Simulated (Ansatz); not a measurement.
A geometry of SnO away from equilibrium: step 3 of the relaxation of a generated cell, SnO built in the AFLOW prototype AB_cI16_199_a_a (B_a). These are r2SCAN (plane waves to 500 eV, PAW, scalar-relativistic; Ansatz, a program for electronic structure) values and carry that method's errors. Γ-centred k-mesh 5×5×5 on the run's cell (coarser than for final values), Fermi–Dirac smearing 0.05 eV. The plane waves were selected for a different cell earlier on the path.

```yaml
crystal:
  lattice:
    - [-3.10672, 3.10672, 3.10672]
    - [3.10672, -3.10672, 3.10672]
    - [3.10672, 3.10672, -3.10672]
  atoms:
    - { symbol: O, position: [0.91558, 0.91558, 0.91558] }
    - { symbol: O, position: [0.50000, 0.00000, 0.58442] }
    - { symbol: O, position: [0.00000, 0.58442, 0.50000] }
    - { symbol: O, position: [0.58442, 0.50000, 0.00000] }
    - { symbol: Sn, position: [0.50124, 0.50124, 0.50124] }
    - { symbol: Sn, position: [0.50000, 0.00000, 0.99876] }
    - { symbol: Sn, position: [0.00000, 0.99876, 0.50000] }
    - { symbol: Sn, position: [0.99876, 0.50000, 0.00000] }
```

Question: Give the Cartesian forces on all atoms (eV/Å).

Answer: 
```tsv
atom	Fx	Fy	Fz
O1	-0.14	-0.14	-0.14
O2	0.14	0.14	-0.14
O3	0.14	-0.14	0.14
O4	-0.14	0.14	0.14
Sn5	0.57	0.57	0.57
Sn6	-0.57	-0.57	0.57
Sn7	-0.57	0.57	-0.57
Sn8	0.57	-0.57	-0.57
```

The path ends in I2₁3 (No. 199). No spin polarisation in the result.

The run could not lose the symmetry of its start, so the end can be a saddle point.

The end of the path is a generated cell of SnO: the first start was made by placing the elements on the sites of a structure type, and the end was not matched to a known phase here, so it may be hypothetical. Known forms of SnO include space group No. 129.
